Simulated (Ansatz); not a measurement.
MnPt: how the free axis answers a strain

MnPt, P4/mmm, a = 2.877 Å, c = 3.487 Å. The structure is a Materials Project entry; whether it is the stable form wasn't checked. Ansatz: PBEsol, PAW, 420 eV, Γ-centred 14×14×12 mesh on 2 atoms, Gaussian smearing 0.10 eV; collinear spin, largest moment 3.7 μB. Series: biaxial strain in the a-b plane, c and atoms relaxed; x is the strain in per cent. y is the change of c in per cent of 3.487 Å.

| x (%) | y (%) |
| --- | --- |
| -3.0 | 3.79 |
| -2.0 | 2.44 |
| -1.0 | 1.23 |
| 0.0 | 0.00 |
| 1.0 | ? |
| 2.0 | -2.59 |
| 3.0 | -4.02 |

Question: Fit y = c1 x + c2 x² to the other rows, say what c1 measures, and predict the missing y.

Answer: Least squares on the rows shown. y = −1.286 x − 0.01398 x². With no stress along c, c1 = −2C13/C33 = -1.286. With a term in x³ added, the coefficient of x becomes -1.226, 5 % less, which shows how far this figure hangs on the form. At x = 1.0 the fit asked for gives -1.30 %. The run gave -1.29 %, so the fit is 0.01 % too low, within the rms miss on the fitted rows (0.05 %).

Only parallel moments were tried here. The moments are parallel here; the real alloy orders antiferromagnetically, with another cell and stiffness. Spin–orbit coupling is left out, which can shift energies with elements as heavy as these.